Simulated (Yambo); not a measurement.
```
BeS
1.0
    0.00000     2.40296     2.40296
    2.40296     0.00000     2.40296
    2.40296     2.40296     0.00000
Be S
1 1
Direct
  0.00000   0.00000   0.00000
  0.25000   0.25000   0.25000
```

Response from Yambo on PBEsol (pw.x of Quantum ESPRESSO, ONCV potentials, no spin-orbit coupling) bands: 18×18×18 mesh, 19 bands, 4 Ry local-field block, 0.2 eV broadening.

Q: Give the static electronic dielectric constant without and with local fields.

A: 
```tsv
field along	ε(0), independent particles	ε(0), RPA with local fields	refractive index √ε
x	5.92	5.09	2.26
```
Electronic (clamped-ion) response only. PBEsol gaps are usually too small, which raises these values. Convergence of the RPA response with its 18×18×18 mesh was not tested.

Geometry strained from the cell relaxed with PBEsol, atoms relaxed again.
